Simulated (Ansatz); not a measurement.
TePb:
```
TePb
1.0
    4.42879     0.00000     0.00000
   -2.21440     3.83545     0.00000
    0.00000     0.00000     4.17836
Pb Te
1 1
Direct
  0.00000   0.00000   0.00000
  0.66667   0.33333   0.50000
```

Relaxed with r²SCAN. Special points in fractions of this cell's reciprocal vectors: Γ (0.000, 0.000, 0.000); M (0.500, 0.000, 0.000); K (0.333, 0.333, 0.000); A (0.000, 0.000, 0.500); L (0.500, 0.000, 0.500); H (0.333, 0.333, 0.500).

Problem. List the band energies nearest the Fermi level at these points for r²SCAN (plane waves, PAW; program Ansatz).

Solution. In eV from the Fermi level; about four levels below and three above (degenerate sets whole), none deeper than 8.9 eV; points with the same levels are listed once.

```tsv
k	below	above
Γ	-6.15 -1.87 -1.09 -1.09	3.01 3.01 4.78
M	-8.43 -2.26 -1.60 -0.55	2.27 2.89 4.95
K	-8.66 -3.72 -0.29	0.33 2.02 2.61
A	-0.24 -0.24	0.15 1.61 2.77 2.77
L	-7.89 -3.74 -3.73 -0.77	1.54 2.87 2.93
H	-3.80 -3.59 -1.94 -0.35	4.99 5.98 8.06
```

Space group P-6m2. The cell is a constructed one: a structure type filled with these elements; neither database checked (COD, Materials Project) lists it. It is not the phase usual at ambient conditions (space group No. 225). The cell was relaxed with r²SCAN under the symmetry of its start; its stability against distortions is not shown here. Scalar-relativistic: spin–orbit coupling is off unless named, which matters more the heavier the elements.

Potentials: the later of the program's two PAW sets.
